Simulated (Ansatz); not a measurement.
MoPd (L1₀ or tetragonal B2, space group No. 123) at seven volumes, the program Ansatz at the PBEsol level (PAW), shape and atoms relaxed at each. One row is withheld.

```tsv
V (Å³/atom)	P (GPa)
13.380	30.42
13.821	18.49
14.262	8.45
14.703	0.00
15.144	-7.10
15.585	-13.06
16.026	?
```

Q: Fit the shown pressures and predict the withheld one.

A: Third-order Birch–Murnaghan: P = (3/2)B₀(x^(7/2) − x^(5/2))[1 + (3/4)(B′ − 4)(x − 1)] with x = (V₀/V)^(2/3). Least squares on the six rows gives V₀ = 14.703 Å³/atom, B₀ = 257.7 GPa, B′ = 4.75. At V = 16.026, x = 0.9442 and P = -18.10 GPa. The run itself gave -18.05 GPa.

Space group P4/mmm (L1₀ or tetragonal B2). The start of the workflow was typed in or built on a structure type; neither database checked (COD, Materials Project) lists it. Whether it is the stable phase at ambient conditions was not checked. The cell was relaxed with PBEsol under the symmetry of its start; its stability against distortions is not shown here. No spin polarisation was allowed.

Potentials: the later of the program's two PAW sets.
